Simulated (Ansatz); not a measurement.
A: Nb (bcc, W type), a = b = c = 3.3029 Å, α = β = γ = 90.00°
B: CdSe (zinc blende), a = b = c = 6.133 Å, α = β = γ = 90.00°
C: Si (diamond), a = 5.4441 Å, b = 5.4441 Å, c = 5.4441 Å, α = 90.00°, β = 90.00°, γ = 90.00°
D: ZnSe (zinc blende), a = 5.6661 Å, b = 5.6661 Å, c = 5.6661 Å, α = 90.00°, β = 90.00°, γ = 90.00°

Scan: energy against volume (even scaling of the relaxed cell, symmetry kept). One method and one kind of scan serve all of them; meshes and ranges differ. All were relaxed with their symmetry unable to fall. Nb is run without spin polarisation. The PAW data are Ansatz's earlier set.

Q: Rank these by bulk modulus (fitted) (lowest first), as r2SCAN (plane waves to 500 eV, PAW, scalar-relativistic; Ansatz, a program for electronic structure) gives it.

A: B (51.5 GPa), D (65.2 GPa), C (96.6 GPa), A (174 GPa)

(A scan under strain: stresses follow from slopes of the energy per volume, elastic moduli from its curvatures.)
